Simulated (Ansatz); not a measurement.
One crystal and one scan (energy against volume) at two levels, PBEsol (plane waves to 420 eV, PAW, scalar-relativistic; Ansatz, an electronic-structure program) and r2SCAN (plane waves to 500 eV, PAW, scalar-relativistic; Ansatz), each from its own relaxed cell and on its own mesh. The cell shown is that of PBEsol.

ZrO₂ (tetragonal-ZrO2 type, space group P4_2/nmc)

```xyz
6
Lattice="3.5845 0.0000 0.0000 0.0000 3.5845 0.0000 0.0000 0.0000 5.1772" Properties=species:S:1:pos:R:3 pbc="T T T"
Zr     0.0000     0.0000     0.0000
Zr     1.7922     1.7922     2.5886
O      0.0000     1.7922     1.0431
O      0.0000     1.7922     3.6317
O      1.7922     0.0000     1.5455
O      1.7922     0.0000     4.1341
```

E(V) scan at fixed shape, V₀ the volume above. The atoms relax within the cell's symmetry.

Energies are smeared free energies. This is a high-temperature form of ZrO2. ZrO2 is run without spin polarisation. ZrO2 was relaxed with its symmetry unable to fall. With the shape held, the modulus is that of even scaling; a crystal free to change shape is softer. Percentages come from the unrounded values.

Results of PBEsol:

| Quantity | Result |
|---|---|
| Lattice constant a (Å) | 3.584 |
| Lattice constant c (Å) | 5.177 |
| Relaxed volume (Å³/atom) | 11.09 |
| Bulk modulus at fixed cell shape B₀ (third-order Birch-Murnaghan fit) (GPa) | 194.9 |
| Pressure derivative B₀′ (fit) | 4.9 |

What does r2SCAN give for the same quantities?


```json
[
 {"quantity": "Lattice constant a (Å)", "r2SCAN": "3.601", "PBEsol − r2SCAN": "-0.017 (-0.5 %)"},
 {"quantity": "Lattice constant c (Å)", "r2SCAN": "5.228", "PBEsol − r2SCAN": "-0.051 (-1.0 %)"},
 {"quantity": "Relaxed volume (Å³/atom)", "r2SCAN": "11.30", "PBEsol − r2SCAN": "-0.21 (-1.9 %)"},
 {"quantity": "Bulk modulus at fixed cell shape B₀ (third-order Birch-Murnaghan fit) (GPa)", "r2SCAN": "194.5", "PBEsol − r2SCAN": "+0.4 (+0.2 %)"},
 {"quantity": "Pressure derivative B₀′ (fit)", "r2SCAN": "4.7", "PBEsol − r2SCAN": "+0.2 (+3 %)"}
]
```

PBEsol gives the lower value for: lattice constant a; lattice constant c; relaxed volume. They agree on: bulk modulus at fixed cell shape B₀ (within 1.5 %). Neither level is exact: the differences show how much the result hangs on the functional.

(Under strain, the slope of the energy per volume gives the stress and its curvature an elastic modulus.)
